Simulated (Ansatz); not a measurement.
The cell of VOsC4N4 is invented: two interpenetrating cyanide-bridged diamond nets (P-43m, No. 215). The dimensions are guesses.

```xyz
10
Lattice="5.8566 0.0000 0.0000 0.0000 5.8566 0.0000 0.0000 0.0000 5.8566" Properties=species:S:1:pos:R:3 pbc="T T T"
V     0.0000    0.0000    0.0000
Os    2.9283    2.9283    2.9283
C     1.1068    1.1068    1.1068
C     1.1068    4.7499    4.7499
C     4.7499    1.1068    4.7499
C     4.7499    4.7499    1.1068
N     1.7823    1.7823    1.7823
N     1.7823    4.0744    4.0744
N     4.0744    1.7823    4.0744
N     4.0744    4.0744    1.7823
```

Computed with Ansatz 0.2.0, DFT PBE, scalar-relativistic, plane waves, PAW. Cutoff 420 eV, Gaussian smearing, Γ-centred meshes. Cell and atoms relax first on a coarse mesh and then on a finer one. In between, the cell is made exact in the group found at 0.06 Å. In metals the finer mesh still leaves noise of several meV/atom or more. The steps can't lower the symmetry of their start, moments included. Collinear spin, starting moments -2 1 0 0 0 0 0 0 0 0 μB in the order of the atoms; they died out on the coarse mesh, so the last step has no spin.

A guess keeps its type if space group and coordination stay and the shape of the cell changes little (axis ratios within about 15 %, angles within 6°); the volume may change.

Question: Will the relaxed cell still be of the starting type?

Answer: It keeps its type. The symmetry stays P-43m (No. 215). The volume per atom shrinks by 2.9 %, from 20.1 to 19.5 Å³. The shortest distance goes from 1.17 Å (C–N) to 1.20 Å (C–N). Counting neighbours within 15 % of an atom's shortest distance, the start has C 1, N 1, Os 4, V 4 and the end C 1, N 1, Os 4, V 4.

Energies over the elements count from the elements' standard structures at the same level (N₂ as a molecule), with no fitted energy shifts.

Question: At what energy does it end?

Answer: +0.66 eV/atom. A positive value: parting into the elements would lower its energy.

The last run used an 8×8×8 mesh for its 10-atom cell and Gaussian smearing of 0.10 eV. Spin–orbit coupling, which can matter for Os, is left out. The reference form of C is held partly by dispersion forces, which this level lacks. Trial moments died out on the coarse mesh, so the last step has no spin; another magnetic start might hold. Symmetry constrained the relaxation, so the result can be a saddle point.
